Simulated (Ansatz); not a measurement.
PtW:
```cif
data_Pt4W4
_chemical_formula_sum 'Pt4 W4'
_space_group_name_H-M_alt 'Fm-3m'
_space_group_IT_number 225
_space_group_name_Hall '-F 4 2 3'
_cell_length_a 5.20175
_cell_length_b 5.20175
_cell_length_c 5.20175
_cell_angle_alpha 90.000
_cell_angle_beta 90.000
_cell_angle_gamma 90.000
loop_
_atom_site_label
_atom_site_type_symbol
_atom_site_symmetry_multiplicity
_atom_site_Wyckoff_symbol
_atom_site_fract_x
_atom_site_fract_y
_atom_site_fract_z
_atom_site_occupancy
Pt1 Pt 4 a 0.00000 0.00000 0.00000 1
W1 W 4 b 0.50000 0.50000 0.50000 1
```
(The calculation used a cell of 2 atoms; values per cell refer to that cell.)

Relaxed with PBEsol.

Q: Decompose the optical modes at the zone centre into irreducible representations, and say which are infrared and Raman allowed.

A: Point group m-3m: Γ_opt = T1u. Infrared: T1u. Raman: none.

Q: Assign frequencies (DFPT, plane-wave PAW PBEsol (Ansatz code)).

A: T1u 97 cm⁻¹.

The start of the workflow was typed in or built on a structure type; neither database checked (COD, Materials Project) lists it. Its standing as an ambient phase is unchecked. The cell was relaxed with PBEsol under the symmetry of its start; whether a distortion lowers the energy is not shown. The run is not spin-polarised. Its formation energy is positive at this level, so the cell may be metastable or incomplete. As this level gives no gap, phonon frequencies hold no LO–TO term and depend on the k-mesh and smearing (Fermi–Dirac, 0.1 eV here). Scalar-relativistic: spin–orbit coupling is off unless named, which matters more the heavier the elements.

Potentials: the later of the program's two PAW sets.
